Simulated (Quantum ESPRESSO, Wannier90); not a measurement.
AlGaP2 (P-4m2): Wannier90 run

```
AlGaP2
1.0
    3.86549     0.00000     0.00000
    0.00000     3.86549     0.00000
    0.00000     0.00000     5.45561
Al Ga P
1 1 2
Direct
  0.50000   0.50000   0.50000
  0.00000   0.00000   0.00000
  0.00000   0.50000   0.25039
  0.50000   0.00000   0.74961
```

Structure: Materials Project mp-1228888, symmetrised, not relaxed again. Not found in the COD (Crystallography Open Database) copy used; not checked further. Computed values, not measurements, from PBEsol: Quantum ESPRESSO (norm-conserving PseudoDojo potentials, cutoff 64 Ry, no spin polarisation, no spin-orbit coupling) on a Γ-centred 8×8×6 mesh, then Wannier90. Density: 8×8×6 mesh, cold smearing 0.01 Ry.

Valence charges of the files: Al 3, Ga 13, P 5. 31 bands were computed.

Isolated groups of bands, relative to the valence-band maximum (bands from 14 on overlap up to the last one computed):

```tsv
bands	from (eV)	to (eV)	filling	weight on atomic waves
1–5	-14.45	-14.27	filled	Ga 3d 99 %
6–7	-12.00	-9.26	filled	P 3s 56 %, Ga 4p 13 %, Al 3p 13 %
8–13	-6.58	0.00	filled	P 3p 63 %, Ga 4p 11 %, Al 3p 11 %
```

Wanted is a model with the orbitals Al s p, Ga s p, P s p, without the filled groups that are mainly made of other shells (semicore states, and anion s where it isn't named); all higher bands stay in for disentanglement.

Task: Give num_wann, exclude_bands and num_bands, and the number of electrons that the model holds.

Result: Electrons: 1×3 + 1×13 + 2×5 = 26, which fill 13 bands.
num_wann = 1×4 + 1×4 + 2×4 = 16.
exclude_bands = 1-5, 5 bands, so num_bands = 31 − 5 = 26.
The model holds 26 − 2×5 = 16 electrons. With the window frozen to 2.97 eV it follows pw.x to 5.7 meV rms (states up to 2.5 eV relative to the valence-band maximum).
